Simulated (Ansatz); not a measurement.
SnTe (rock salt, Fm-3m) at seven volumes, DFT-r²SCAN in the program Ansatz with PAW potentials, scaled uniformly. One row is withheld.

```
V (Å³/atom)  P (GPa)
-----------  -------
29.460          5.01
30.432          3.02
31.403          1.45
32.374          0.00
33.345         -1.23
34.316             ?
35.288         -3.17
```

Q: Fit the shown pressures and predict the withheld one.

A: P = (3/2)B₀(x^(7/2) − x^(5/2))[1 + (3/4)(B′ − 4)(x − 1)] with x = (V₀/V)^(2/3). Least squares on the six rows gives V₀ = 32.372 Å³/atom, B₀ = 43.8 GPa, B′ = 4.05. At V = 34.316, x = 0.9619 and P = -2.27 GPa. The run itself gave -2.28 GPa.

Symmetry was held in the r²SCAN relaxation. Spin–orbit coupling is left out wherever it is not named.

Potentials: the later of the program's two PAW sets.
